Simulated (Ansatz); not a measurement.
GaSiGeN:
Space group R3m, hexagonal axes (No. 160); a = 3.5488 Å, b = 3.5488 Å, c = 18.2403 Å, α = 90.00°, β = 90.00°, γ = 120.00°

```csv
atom,site,symmetry,x,y,z
Ga,3a,3m,0.0000,0.0000,0.9833
N,3a,3m,0.0000,0.0000,0.8754
Ge,3a,3m,0.0000,0.0000,0.5117
Si,3a,3m,0.0000,0.0000,0.3796
```
(The calculation used a cell of 4 atoms; values per cell refer to that cell.)

Relaxed with PBEsol.

Question: Which orbitals make up the states near the Fermi level in PBEsol (plane waves, PAW; program Ansatz)?

Answer: Within 0.5 eV of the Fermi level: Si 3p 29 %, Ge 4p 18 %, Ga 4p 16 %, N 2p 14 %, Ge 4s 9 %, N 2s 7 %. Projections are on Löwdin-orthogonalised atomic valence shells; empty p or d shells of many metals are not among them.

Question: Tabulate the density of states.

Answer: States/eV per cell of 4 atoms, in 0.25 eV bins, energy from the Fermi level.

| E (eV) | total | N 2p | Ge 4p | Si 3p |
|---|---|---|---|---|
| -7.85 | 1.22 | 0.18 | 0.07 | 0.15 |
| -7.60 | 1.04 | 0.15 | 0.07 | 0.13 |
| -7.35 | 0.67 | 0.10 | 0.05 | 0.08 |
| -7.10 | 0.23 | 0.04 | 0.02 | 0.03 |
| -6.85 | 0.42 | 0.09 | 0.04 | 0.10 |
| -6.60 | 0.81 | 0.21 | 0.11 | 0.16 |
| -6.35 | 1.02 | 0.32 | 0.18 | 0.14 |
| -6.10 | 1.93 | 0.75 | 0.42 | 0.16 |
| -5.85 | 1.87 | 0.77 | 0.40 | 0.15 |
| -5.60 | 1.69 | 0.79 | 0.36 | 0.11 |
| -5.35 | 1.66 | 0.85 | 0.35 | 0.08 |
| -5.10 | 1.84 | 1.04 | 0.36 | 0.07 |
| -4.85 | 2.06 | 1.27 | 0.40 | 0.08 |
| -4.60 | 1.67 | 0.93 | 0.29 | 0.20 |
| -4.35 | 1.83 | 0.88 | 0.25 | 0.35 |
| -4.10 | 2.47 | 1.07 | 0.34 | 0.53 |
| -3.85 | 2.80 | 1.13 | 0.38 | 0.63 |
| -3.60 | 1.38 | 0.34 | 0.21 | 0.41 |
| -3.35 | 1.19 | 0.30 | 0.16 | 0.36 |
| -3.10 | 1.12 | 0.29 | 0.14 | 0.35 |
| -2.85 | 1.13 | 0.31 | 0.14 | 0.36 |
| -2.60 | 1.52 | 0.39 | 0.19 | 0.56 |
| -2.35 | 1.66 | 0.44 | 0.17 | 0.64 |
| -2.10 | 1.05 | 0.22 | 0.06 | 0.46 |
| -1.85 | 0.79 | 0.09 | 0.03 | 0.39 |
| -1.60 | 0.76 | 0.08 | 0.03 | 0.38 |
| -1.35 | 0.96 | 0.11 | 0.07 | 0.42 |
| -1.10 | 0.99 | 0.11 | 0.08 | 0.41 |
| -0.85 | 0.99 | 0.08 | 0.10 | 0.41 |
| -0.60 | 1.42 | 0.15 | 0.21 | 0.47 |
| -0.35 | 1.50 | 0.17 | 0.20 | 0.54 |
| -0.10 | 1.67 | 0.21 | 0.28 | 0.53 |
| 0.15 | 1.68 | 0.26 | 0.35 | 0.43 |
| 0.40 | 1.72 | 0.30 | 0.34 | 0.43 |
| 0.65 | 1.29 | 0.22 | 0.24 | 0.32 |
| 0.90 | 1.13 | 0.18 | 0.20 | 0.29 |
| 1.15 | 1.45 | 0.24 | 0.17 | 0.36 |
| 1.40 | 1.59 | 0.28 | 0.21 | 0.36 |
| 1.65 | 1.48 | 0.28 | 0.21 | 0.31 |
| 1.90 | 1.19 | 0.24 | 0.20 | 0.18 |
| 2.15 | 1.23 | 0.27 | 0.27 | 0.13 |
| 2.40 | 1.79 | 0.39 | 0.47 | 0.18 |
| 2.65 | 2.13 | 0.40 | 0.68 | 0.19 |
| 2.90 | 1.74 | 0.21 | 0.56 | 0.20 |
| 3.15 | 1.55 | 0.17 | 0.50 | 0.20 |
| 3.40 | 1.85 | 0.21 | 0.57 | 0.25 |
| 3.65 | 1.95 | 0.26 | 0.78 | 0.20 |
| 3.90 | 1.23 | 0.13 | 0.46 | 0.10 |
| 4.15 | 2.69 | 0.27 | 0.90 | 0.29 |
| 4.40 | 2.96 | 0.31 | 1.05 | 0.32 |
| 4.65 | 2.28 | 0.24 | 0.75 | 0.26 |

The start of the workflow was typed in or built on a structure type; neither database checked (COD, Materials Project) lists it. Its standing as an ambient phase is unchecked. Symmetry was held in the PBEsol relaxation; its stability against distortions is not shown here. Its formation energy is positive at this level, so the cell may be metastable or incomplete. Spin–orbit coupling is left out wherever it is not named.

Potentials: the earlier of the program's two PAW sets. The files were generated under PBE; for other functionals the program regenerates the frozen cores, and for LDA and PBEsol the local potential too.
